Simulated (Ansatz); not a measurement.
Consider the following.

KTl2CrF6:
```yaml
crystal:
  lattice:
    - [0.00000, 4.45345, 4.45345]
    - [4.45345, 0.00000, 4.45345]
    - [4.45345, 4.45345, 0.00000]
  atoms:
    - { symbol: K, position: [0.50000, 0.50000, 0.50000] }
    - { symbol: Cr, position: [0.00000, 0.00000, 0.00000] }
    - { symbol: Tl, position: [0.25000, 0.25000, 0.25000] }
    - { symbol: Tl, position: [0.75000, 0.75000, 0.75000] }
    - { symbol: F, position: [0.78534, 0.21466, 0.21466] }
    - { symbol: F, position: [0.21466, 0.78534, 0.78534] }
    - { symbol: F, position: [0.21466, 0.78534, 0.21466] }
    - { symbol: F, position: [0.78534, 0.21466, 0.78534] }
    - { symbol: F, position: [0.21466, 0.21466, 0.78534] }
    - { symbol: F, position: [0.78534, 0.78534, 0.21466] }
```
The run is spin-polarised.

This is the HSE06-relaxed structure.

Q: All from HSE06 (plane waves, PAW; program Ansatz), unless another level is named. Give the Bader charges.

A: K +0.89, Cr +2.08, Tl +0.92, F -0.80 e.

Q: Give the net moment.

A: 0.30 μB per atom.

Space group Fm-3m. The workflow started from a Materials Project entry (that database holds measured and hypothetical structures alike); the Crystallography Open Database copy checked does not list it. Whether it is the stable phase at ambient conditions was not checked. The HSE06 relaxation kept the symmetry of its start; its stability against distortions is not shown here. Spin order of the final state: ferromagnetic, chosen from 3 collinear starts compared on coarse meshes with r²SCAN (ties went to the first, and starts can fall back to one state), not a proven ground state. Other orbital occupations within this spin state were not tried. Scalar-relativistic: spin–orbit coupling is off unless named, which matters more the heavier the elements.

Potentials: the later of the program's two PAW sets.
